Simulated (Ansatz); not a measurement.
AgI (zinc blende, F-43m) at seven volumes, the program Ansatz at the HSE06 level (PAW), scaled uniformly. One row is withheld.

```tsv
V (Å³/atom)	P (GPa)
32.994	3.15
34.082	1.90
35.170	0.86
36.257	0.00
37.345	-0.71
38.433	?
39.521	-1.78
```

### Question
Fit the shown pressures and predict the withheld one.

### Answer
Third-order Birch–Murnaghan: P = (3/2)B₀(x^(7/2) − x^(5/2))[1 + (3/4)(B′ − 4)(x − 1)] with x = (V₀/V)^(2/3). Least squares on the six rows gives V₀ = 36.259 Å³/atom, B₀ = 25.99 GPa, B′ = 5.31. At V = 38.433, x = 0.9619 and P = -1.30 GPa. The run itself gave -1.29 GPa.

The cell was relaxed with HSE06 under the symmetry of its start. No spin polarisation was allowed. Scalar-relativistic: spin–orbit coupling is off unless named, which matters more the heavier the elements.

Potentials: the earlier of the program's two PAW sets.
